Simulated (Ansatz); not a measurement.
SiNi3 (Cu3Au type, Pm-3m) at seven volumes, plane-wave PAW r²SCAN (Ansatz code), scaled uniformly. One row is withheld.

| V (Å³/atom) | P (GPa) |
|---|---|
| 9.460 | ? |
| 9.772 | 17.22 |
| 10.084 | 7.87 |
| 10.395 | 0.00 |
| 10.707 | -6.62 |
| 11.019 | -12.18 |
| 11.331 | -16.84 |

Task: Fit the shown pressures and predict the withheld one.

Result: P = (3/2)B₀(x^(7/2) − x^(5/2))[1 + (3/4)(B′ − 4)(x − 1)] with x = (V₀/V)^(2/3). Least squares on the six rows gives V₀ = 10.395 Å³/atom, B₀ = 240 GPa, B′ = 4.80. At V = 9.460, x = 1.0649 and P = 28.38 GPa. The run itself gave 28.33 GPa.

Symmetry was held in the r²SCAN relaxation. No spin polarisation was allowed.

Potentials: the later of the program's two PAW sets.
